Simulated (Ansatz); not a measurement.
AuSb2 (space group Pa-3)

```
AuSb2
1.0
    6.62458     0.00000     0.00000
    0.00000     6.62458     0.00000
    0.00000     0.00000     6.62458
Sb Au
8 4
Direct
  0.37498   0.12502   0.87498
  0.62502   0.87498   0.12502
  0.12502   0.87498   0.37498
  0.87498   0.12502   0.62502
  0.87498   0.37498   0.12502
  0.12502   0.62502   0.87498
  0.62502   0.62502   0.62502
  0.37498   0.37498   0.37498
  0.00000   0.50000   0.50000
  0.50000   0.50000   0.00000
  0.50000   0.00000   0.50000
  0.00000   0.00000   0.00000
```

A phonon eigenvector at Γ is frozen into this cell: atom i moves by Q times the vector below, so Q is the largest atomic displacement, in Å. The cell is held.

| atom | x | y | z |
|---|---|---|---|
| Sb1 | -0.577 | 0.577 | -0.577 |
| Sb2 | 0.577 | -0.577 | 0.577 |
| Sb3 | 0.577 | -0.577 | -0.577 |
| Sb4 | -0.577 | 0.577 | 0.577 |
| Sb5 | -0.577 | -0.577 | 0.577 |
| Sb6 | 0.577 | 0.577 | -0.577 |
| Sb7 | 0.577 | 0.577 | 0.577 |
| Sb8 | -0.577 | -0.577 | -0.577 |

Atoms not listed stay in place.

Computed with LDA (plane waves to 420 eV, PAW, scalar-relativistic; Ansatz, a program for electronic structure). k mesh 6×6×6 (Γ-centred), Fermi-Dirac smearing 0.05 eV. E stands for the smeared free energy. With partly filled bands, energies and forces of such displacements shift with the k mesh and the smearing. AuSb2 was relaxed with its symmetry unable to fall. Spin-orbit coupling is left out, though Au and Sb are heavy. The zero of ΔE is the undisplaced structure. The last digit holds for this mesh only.

```
Q (Å)   ΔE (meV/cell)
------  -------------
-0.180         2018.3
-0.150         1302.3
-0.120          777.1
-0.090          408.7
-0.060          170.0
-0.030           39.7
0.000             0.0
0.030            34.9
0.060           130.2
0.090           273.6
0.120           453.4
0.150        withheld
0.180           873.3
```

Q: Fit a polynomial form (powers 2, 3, 4) to the given rows and predict ΔE at Q = 0.150.

A: Least squares on the 12 given rows: ΔE = (41080)·Q² + (-97460)·Q³ + (108200)·Q⁴, in meV/cell with Q in Å; root-mean-square residual 3.99 meV/cell. At 0.150 the fit gives 650.1 meV/cell; the calculation gives 656.5 meV/cell, so the interpolation is off by -6.4 (-1.0 %). The quadratic term alone would give 924.3 meV/cell.

(A displaced cell: forces are minus the slopes of the energy, force constants its curvatures, and phonons follow from these.)
